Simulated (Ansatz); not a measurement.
SrTiO3:
Space group Pm-3m (No. 221); a = b = c = 3.891 Å, α = β = γ = 90.00°

```tsv
atom	site	symmetry	x	y	z
Sr	1a	m-3m	0.0000	0.0000	0.0000
Ti	1b	m-3m	0.5000	0.5000	0.5000
O	3c	4/mm.m	0.0000	0.5000	0.5000
```

Relaxed with PBEsol.

**Question.** Give the optical modes at the zone centre with their infrared activity from DFPT, PBEsol (plane waves, PAW; program Ansatz).

**Answer.** Transverse frequencies, without the LO–TO term; a row sums one degenerate level.

| ω (cm⁻¹) | degeneracy | IR ((D/Å)²/amu) | activity | symmetry |
|---|---|---|---|---|
| 78i | 3 | 210.35 | IR | T1u |
| 156 | 3 | 6.69 | IR | T1u |
| 228 | 3 | 0.00 | IR-inactive | T2u |
| 534 | 3 | 46.13 | IR | T1u |

**Question.** How high does the top mode go among those that the LO–TO term moves?

**Answer.** 764 cm⁻¹ for q along x.

The cell was relaxed with PBEsol under the symmetry of its start. At this level the phase is dynamically unstable (imaginary phonons). No spin polarisation was allowed.

Potentials: the earlier of the program's two PAW sets.
